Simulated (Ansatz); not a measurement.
Consider the following.

Rb₂GeSe₃:
```cif
data_Ge4Rb8Se12
_chemical_formula_sum 'Rb8 Ge4 Se12'
_space_group_name_H-M_alt 'C2/m'
_space_group_IT_number 12
_space_group_name_Hall '-C 2y'
_cell_length_a 13.51348
_cell_length_b 6.92826
_cell_length_c 9.72619
_cell_angle_alpha 90.000
_cell_angle_beta 124.087
_cell_angle_gamma 90.000
loop_
_atom_site_label
_atom_site_type_symbol
_atom_site_symmetry_multiplicity
_atom_site_Wyckoff_symbol
_atom_site_fract_x
_atom_site_fract_y
_atom_site_fract_z
_atom_site_occupancy
Rb1 Rb 4 i 0.30864 0.50000 0.18004 1
Rb2 Rb 4 i 0.08750 0.50000 0.37007 1
Ge1 Ge 4 i 0.12080 0.00000 0.18849 1
Se1 Se 4 i 0.30446 0.00000 0.22757 1
Se2 Se 4 g 0.00000 0.25837 0.00000 1
Se3 Se 4 i 0.11117 0.00000 0.41617 1
```
(The calculation used a cell of 12 atoms; values per cell refer to that cell.)

This is the LDA-relaxed structure.

Task: All from LDA (plane waves, PAW; program Ansatz), unless another level is named. Estimate the smallest direct gap on the standard path.

Result: 1.43 eV.

Task: Give the electron effective mass.

Result: 0.70, 0.70, 1.9 mₑ (principal values).

Task: And the hole effective mass?

Result: 0.86, 1.3, 2.7 mₑ (principal values).

Task: And the weight of the valence-edge state by species (Voronoi cells)?

Result: Se 93 %, Rb 5 %.

Task: What about the weight of the conduction-edge state by species (Voronoi cells)?

Result: Se 56 %, Ge 26 %, Rb 18 %.

The workflow started from a Materials Project entry (that database holds measured and hypothetical structures alike); the Crystallography Open Database files this formula in space group No. 12, but the cells were not matched. Its standing as an ambient phase is unchecked. The cell was relaxed with LDA under the symmetry of its start; whether a distortion lowers the energy is not shown. Scalar-relativistic: spin–orbit coupling is off unless named, which matters more the heavier the elements.

Potentials: the later of the program's two PAW sets.
